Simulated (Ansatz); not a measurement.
NbC, first-principles data

NbC:
```xyz
4
Lattice="3.0945 0.0000 0.0000 -1.5472 2.6799 0.0000 0.0000 0.0000 5.2998" Properties=species:S:1:pos:R:3 pbc="T T T"
Nb     1.5472     0.8933     3.9749
Nb     0.0000     1.7866     1.3250
C      0.0000     0.0000     0.0000
C      0.0000     0.0000     2.6499
```

Space group P6_3/mmc (No. 194), NiAs type; conventional cell a = b = 3.0945 Å, c = 5.2998 Å, α = β = 90.00°, γ = 120.00°.

Method: plane-wave PAW PBEsol (Ansatz code). The cell and atoms are relaxed at this level. Other levels are named where they apply.

**Cell and energy**

```
Quantity                                                       Value
-----------------------------------------------------  -------------
Volume per atom                                             10.99 Å³
Density                                                   7.93 g/cm³
Formation energy from the elements (no fitted shifts)  -0.52 eV/atom
```

**Electronic structure**

```
Property                                                                    Result
------------------------------------  --------------------------------------------
Electronic character                                             metallic (no gap)
Density of states at the Fermi level  0.44 states/eV per atom (mean over ±0.08 eV)
Gap with spin–orbit coupling                                       none (metallic)
```

**Mechanics**

```
Item                                                                                         Result
--------------------------------------------  -----------------------------------------------------
Bulk modulus (Birch–Murnaghan fit)                                                          315 GPa
Pressure derivative B′                                                                          4.2
Elastic constants (relaxed ions, GPa)         C11 = 555, C12 = 178, C13 = 203, C33 = 557, C44 = 100
Mechanical stability                                         stable (all eigenvalues of C positive)
Hill bulk and shear moduli                                                          315 and 144 GPa
Young's modulus                                                                             375 GPa
Poisson's ratio                                                                                0.30
Debye temperature from the elastic constants                                                  637 K
```

**Phonons**

```
Item                                            Value
-----------------------------  ----------------------
Highest zone-centre frequency               725 cm^-1
Zone-centre stability          no imaginary mode at Γ
```

The first step of the workflow began from a Materials Project structure, measured or hypothetical; the Crystallography Open Database copy checked does not list it. It is not the phase usual at ambient conditions (space group No. 225). Symmetry was held in the PBEsol relaxation. No spin polarisation was allowed. As this level gives no gap, shear constants depend on the k-mesh and smearing (Fermi–Dirac, 0.1 eV here). As this level gives no gap, phonon frequencies hold no LO–TO term and depend on the k-mesh and smearing (Fermi–Dirac, 0.1 eV here). The references are the lowest solids computed at this level, not always the standard phases. Scalar-relativistic: spin–orbit coupling is off unless named, which matters more the heavier the elements.

Potentials: the later of the program's two PAW sets.
